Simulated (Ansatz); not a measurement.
# Vibrational response of TiAl6Ni5

Method: DFT PBE, scalar-relativistic, plane waves, PAW in Ansatz 0.2.0. Cutoff 420 eV, 16×16×2 k-points (Γ-centred), Fermi-Dirac smearing of 0.15 eV. No spin polarisation. Phonons by linear response, acoustic sum rule imposed.

The cell, relaxed at this level:
```yaml
crystal:
  lattice:
    - [2.88077, 0.00000, 0.00000]
    - [0.00000, 2.88077, 0.00000]
    - [0.00000, 0.00000, 18.52055]
  atoms:
    - { symbol: Ti, position: [0.00000, 0.00000, 0.50000] }
    - { symbol: Al, position: [0.50000, 0.50000, 0.76403] }
    - { symbol: Al, position: [0.50000, 0.50000, 0.92136] }
    - { symbol: Al, position: [0.50000, 0.50000, 0.07864] }
    - { symbol: Al, position: [0.50000, 0.50000, 0.23597] }
    - { symbol: Al, position: [0.50000, 0.50000, 0.39332] }
    - { symbol: Al, position: [0.50000, 0.50000, 0.60668] }
    - { symbol: Ni, position: [0.00000, 0.00000, 0.68570] }
    - { symbol: Ni, position: [0.00000, 0.00000, 0.84273] }
    - { symbol: Ni, position: [0.00000, 0.00000, 0.00000] }
    - { symbol: Ni, position: [0.00000, 0.00000, 0.15727] }
    - { symbol: Ni, position: [0.00000, 0.00000, 0.31430] }
```

The cell was found from a structure generator's guess, not taken from experiment. In a metal, frequencies depend on the k mesh and the smearing, soft modes most.

Optical modes at Γ:
```tsv
frequency (meV)	degeneracy
9.6	2
10.4	2
11.7	1
13.1	1
17.3	2
18.0	2
20.1	1
20.4	1
20.9	2
24.0	1
30.6	2
32.9	2
32.9	2
34.4	2
35.1	2
35.8	2
36.4	1
36.5	1
38.1	1
39.8	1
41.6	1
43.3	1
```

All 33 optical modes at Γ are real: no displacement of atoms at fixed cell lowers the energy to second order. Strains and modes at other wave vectors aren't tested by this run.
